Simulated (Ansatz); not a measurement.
With r²SCAN+D4 in the plane-wave PAW code Ansatz, Ge$_{2}$BN in the trigonal phase (R3m; B on 3a, N on 3a, Ge on 3a, Ge on 3a) relaxes to a = 3.333 Å, c = 16.410 Å. Its formation energy from the elements is 264 meV/atom, with no fitted shifts.

Electronic character: metallic (no gap).

Bader charges are B +0.23, N -1.59, Ge +0.26 to +1.10 e.

The start of the workflow was typed in or built on a structure type; neither database checked (COD, Materials Project) lists it. Its standing as an ambient phase is unchecked. The r²SCAN+D4 relaxation kept the symmetry of its start; whether a distortion lowers the energy is not shown. Its formation energy is positive at this level, so the cell may be metastable or incomplete. The references are the lowest solids computed at this level, not always the standard phases (solids in place of the gases). Spin–orbit coupling is left out wherever it is not named.

Potentials: the earlier of the program's two PAW sets.
